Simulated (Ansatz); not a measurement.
Structure optimisation: magnesium, A15

These are results of DFT, r2SCAN, plane waves (500 eV) with PAW, scalar-relativistic in Ansatz 0.2.0, not measurements. (PAW data from PBE, frozen cores regenerated.)

k-point mesh 5×5×5, Fermi-Dirac smearing 0.1 eV, no spin polarisation. Cell and atoms relax.

Starting structure:

```yaml
crystal:
  lattice:
    - [5.70720, 0.00000, 0.00000]
    - [0.00000, 5.70720, 0.00000]
    - [0.00000, 0.00000, 5.70720]
  atoms:
    - { symbol: Mg, position: [0.00000, 0.00000, 0.00000] }
    - { symbol: Mg, position: [0.50000, 0.50000, 0.50000] }
    - { symbol: Mg, position: [0.25000, 0.00000, 0.50000] }
    - { symbol: Mg, position: [0.75000, 0.00000, 0.50000] }
    - { symbol: Mg, position: [0.50000, 0.25000, 0.00000] }
    - { symbol: Mg, position: [0.50000, 0.75000, 0.00000] }
    - { symbol: Mg, position: [0.00000, 0.50000, 0.25000] }
    - { symbol: Mg, position: [0.00000, 0.50000, 0.75000] }
```

What cell does the relaxation end in?

Pm-3n with a = 5.693 Å; 23.07 Å³ per atom against 23.24 at the start (-0.7 %).

How much energy does the relaxation gain?

0.1 meV per atom.
